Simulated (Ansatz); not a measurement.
According to r²SCAN (plane waves, PAW; program Ansatz), Ge in the cubic phase (I4_132; Ge on 8a) relaxes to a = 6.776 Å. Ge has 3 nearest neighbours from 2.40 Å (trigonal planar).

Electronic character: metallic (no gap). Gap from r²SCAN with spin–orbit coupling: none (metallic).

An equation-of-state fit gives a bulk modulus of 27.1 GPa.

The start of the workflow was typed in or built on a structure type; neither database checked (COD, Materials Project) lists it. It is not the phase usual at ambient conditions (space group No. 227). Symmetry was held in the r²SCAN relaxation; its stability against distortions is not shown here. The volume moved by 42 % from the start of the relaxation. Spin–orbit coupling is left out wherever it is not named.

Potentials: the later of the program's two PAW sets.
